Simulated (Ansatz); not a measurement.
Starting cell, TiB₂ (AlB2 type, space group P6/mmm):

```xyz
3
Lattice="3.0320 0.0000 0.0000 -1.5160 2.6258 0.0000 0.0000 0.0000 3.2244" Properties=species:S:1:pos:R:3 pbc="T T T"
Ti     0.0000     0.0000     0.0000
B      0.0000     1.7505     1.6122
B      1.5160     0.8753     1.6122
```

In each cell atom 1 (Ti, nearest neighbour B at 2.380 Å; its periodic images, 3.0 Å or more away, move with it) moves by s·(1.000, 0.000, 0.000) (along Cartesian x), the rest being held.

All values below come from PBE (plane waves to 420 eV, PAW, scalar-relativistic; Ansatz, a first-principles code). k mesh 14×14×12 (Γ-centred), Fermi-Dirac smearing 0.05 eV. E stands for the smeared free energy. With partly filled bands, energies and forces of such displacements shift with the k mesh and the smearing. TiB2 is run without spin polarisation. TiB2 was relaxed with its symmetry unable to fall. ΔE is measured from the undisplaced structure. The last digit holds for this mesh only.

| s (Å) | ΔE (meV/cell) |
|---|---|
| -0.480 | 1552.2 |
| -0.384 | 1020.0 |
| -0.288 | withheld |
| -0.192 | 260.1 |
| -0.096 | 65.5 |
| 0.000 | 0.0 |
| 0.096 | 65.5 |
| 0.192 | 260.1 |
| 0.288 | withheld |
| 0.384 | 1020.0 |
| 0.480 | 1552.2 |

### Question
Fit an even polynomial form (powers 2, 4, 6) to the given rows and predict ΔE at s = 0.288.

### Answer
Least squares on the 9 given rows: ΔE = (7080)·s² + (-423.3)·s⁴ + (-4631)·s⁶, in meV/cell with s in Å; root-mean-square residual 0.15 meV/cell. At 0.288 the fit gives 581.7 meV/cell; the calculation gives 581.6 meV/cell, so the interpolation is off by 0.1 (+0.0 %). The quadratic term alone would give 587.2 meV/cell.

(A displaced cell: forces are minus the slopes of the energy, force constants its curvatures, and phonons follow from these.)
